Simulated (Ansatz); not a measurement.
Input and command of a plane-wave DFT calculation in Ansatz:

```yaml
crystal:
  lattice:
    - [2.0865368462, 1.2046626098, 7.3423648392]
    - [-2.0865368462, 1.2046626098, 7.3423648392]
    - [0.0, -2.4093252197, 7.3423648392]
  atoms:
    - { symbol: Sr, position: [0.0, 0.0, 0.0] }
    - { symbol: Ti, position: [0.5, 0.5, 0.5] }
    - { symbol: Te, position: [0.222, 0.222, 0.222] }
    - { symbol: Te, position: [0.778, 0.778, 0.778] }
basis:
  ecutwfc: 420
kpoints:
  mp_grid: { grid: [6, 6, 6] }
hamiltonian:
  xc: pbe
scf:
  occupations: { method: gaussian, width: 0.1 }
  lower_state_search: "off"
output:
  forces: true
  stress: true
  eigenvalues: true
relax:
  adjacent_minimum: "off"
  f_tol: 0.04
  max_steps: 70
  cell: { stress_tol: 0.4 }
```

```bash
ansatz run input.yaml --threads 1 --pin off --max-ram 2560MiB --backend cpu --events-out ev --progress --plain --runs-dir out
```

Processor: Intel(R) Xeon(R) Processor @ 2.70GHz, 1 thread, on a host shared with other jobs.

Question: How long does it run, and how much memory does it take?

Answer: About 41 s on 1 thread of Intel(R) Xeon(R) Processor @ 2.70GHz, on a shared host, peak memory 0.47 GiB. It solves 33 bands at 32 k points (the mesh reduced by symmetry) with about 2221 plane waves (on the last cell), in 34 SCF iterations over 5 ionic steps.
